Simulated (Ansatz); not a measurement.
# Ansatz 0.2.0, single run: Al₂CuTe₄

Input:

```yaml
crystal:
  lattice:
    - [0.0, 5.916845, 0.0]
    - [5.916845, 0.0, 0.0]
    - [2.958423, 2.958423, -6.025861]
  atoms:
    - { symbol: Al, position: [0.5, 0.5, 0.0] }
    - { symbol: Cu, position: [0.0, 0.0, 0.0] }
    - { symbol: Al, position: [0.75, 0.25, 0.5] }
    - { symbol: Te, position: [0.375, 0.375, 0.75] }
    - { symbol: Te, position: [0.625, 0.125, 0.25] }
    - { symbol: Te, position: [0.875, 0.875, 0.75] }
    - { symbol: Te, position: [0.125, 0.625, 0.25] }
  symmetry: { tolerance: 0.0003 }
kpoints:
  mp_grid: { grid: [4, 4, 4], shift: [0, 0, 0] }
magnetization:
  spin_polarized: false
scf:
  occupations: { method: fermi_dirac, width: 0.0196 }
  lower_state_search: "off"
hamiltonian:
  pseudopotentials: { kind: paw }
  xc: pbe
basis:
  ecutwfc: 420
output:
  forces: true
  stress: true
  eigenvalues: true
  write_density: true
  write_potential: true
  elf: true
  volumetric_format: npy
```

Launch command:

```bash
ansatz run input.yaml --threads 1 --pin off --max-ram 2560MiB --backend cpu --events-out ev --progress --plain --runs-dir out
```

Origin of the cell: a known structure type with other elements, at an estimated volume, so it need not be a known compound.

Output (shortened):

```
Pseudopotentials: kind: paw
Pseudopotential: Al, paw, valence charge 3, recommended cutoff 420 eV (normal), Al.paw.azcp
Pseudopotential: Cu, paw, valence charge 19, recommended cutoff 420 eV (normal), Cu.paw.azcp
Pseudopotential: Te, paw, valence charge 16, recommended cutoff 420 eV (normal), Te.paw.azcp
Functional definition: PBE
  exchange = pbe_x(kappa = kappa, mu = beta*pi^2/3)
  correlation = pbe_c(beta = beta)
Crystal: 7 atoms, lattice volume = 210.960 Å³
Basis set: ecut = 420 eV, 4117 PW (Γ), exchange–correlation on 80×80×100 points (8 copies of the dense FFT grid, shifted against one another)
Bands: 54, of which v1, the nominal top of the filled ones, is band 45 counted from 1 (44 counted from 0)
Symmetry: 4 space group operations
Space group: I-4 (ITA 82), of the structure as read, at distance tolerance 1.8e-3 Å
[… 7 lines left out …]
Initial density: superposition of atomic densities (neutral atoms: chi_scale 0, normalization atom), corrected by the library's trained network
Functional: x = pbe(κ = 0.804, μ = 0.219515), c = pbe(β = 0.066725)
SCF iter   1: F=—  HF=-35621.877999 eV  Δρ=1.35e-3  dr2=3.37e-3
SCF iter   2: F=—  HF=-35621.880381 eV  Δρ=8.76e-4  dr2=1.56e-3  defer=40
SCF iter   3: F=—  HF=-35621.880084 eV  Δρ=8.99e-4  dr2=1.06e-3  defer=40
SCF iter   4: F=—  HF=-35621.879953 eV  Δρ=4.88e-4  dr2=3.59e-4  defer=40
SCF iter   5: F=—  HF=-35621.879927 eV  Δρ=3.64e-4  dr2=1.99e-4  defer=40
SCF iter   6: F=—  HF=-35621.879903 eV  Δρ=1.72e-4  dr2=5.41e-5  defer=40
SCF iter   7: F=—  HF=-35621.879947 eV  Δρ=4.14e-5  dr2=2.99e-6  defer=40
SCF iter   8: F=—  HF=-35621.879947 eV  Δρ=2.14e-5  dr2=7.84e-7  defer=40
SCF iter   9: F=-35621.879947 eV  HF=-35621.879947 eV  Δρ=3.55e-6  dr2=1.79e-8
SCF 1 converged in 9 iterations: F = -35621.879947 eV  dr2 = 1.79e-8
SCF converged after 9 iterations
Free energy (F): -35621.879947 eV
Harris-Foulkes:  -35621.879947 eV  (|F-HF|=1.04e-8)
Internal energy: -35621.871658 eV  (E = F + TS)
E sigma→0 (E₀):  -35621.875803 eV
Entropy (-TS):   -0.008289 eV (-1.184 meV/atom)
Fermi energy:    6.425514 eV
--- Per-component energies (eV) ---
  E_band       = -1674.146779
  E_kinetic    = 1068.119672
  E_local      = -12685.464685  (includes V_loc(G=0)·N_el)
  E_nonlocal   = -823.087699
  E_hartree    = 6672.355579
  E_xc         = -664.215978
  E_vxc        = -587.406627  (∫ρ·V_xc dr)
  E_paw        = -21253.808964  (= ΣΔE_a)
  E_vpaw       = -1991.021304  (= ΣTr[D̂ρ^β])
  E_aug_tail   = -0.000498  (compensation charges beyond the density's cutoff)
  E_ewald      = -7935.769087
  E_smearing   = -0.008289  (= −TS)
  Σ components = -35621.879947   (vs F -35621.879947, Δ=0.00e0)
--- Forces (eV/Å), atoms counted from 1 ---
  atom   1  Al     0.000000     0.000000    -0.000000
  atom   2  Cu     0.000000     0.000000    -0.000000
  atom   3  Al     0.000000     0.000000    -0.000000
  atom   4  Te     0.175691    -0.783718     0.136983
  atom   5  Te    -0.783718    -0.175691    -0.136983
  atom   6  Te    -0.175691     0.783718     0.136983
  atom   7  Te     0.783718     0.175691    -0.136983
  max |Σ_I F_I| component: 5.55e-17 eV/Å
--- Stress (GPa, compression-positive) ---
        2.998034       0.000001       0.000000
       -0.000001       2.998034       0.000000
        0.000000       0.000000       2.256163
  P = ⅓ Tr σ = 2.7507 GPa (27.507 kbar)
```

Caveats: no moments, though an odd count or open d shells may carry them; no spin-orbit coupling, though heavy elements are present.

The run took 22 s of wall time on 1 CPU thread(s) of a shared host, from the program's own first density.
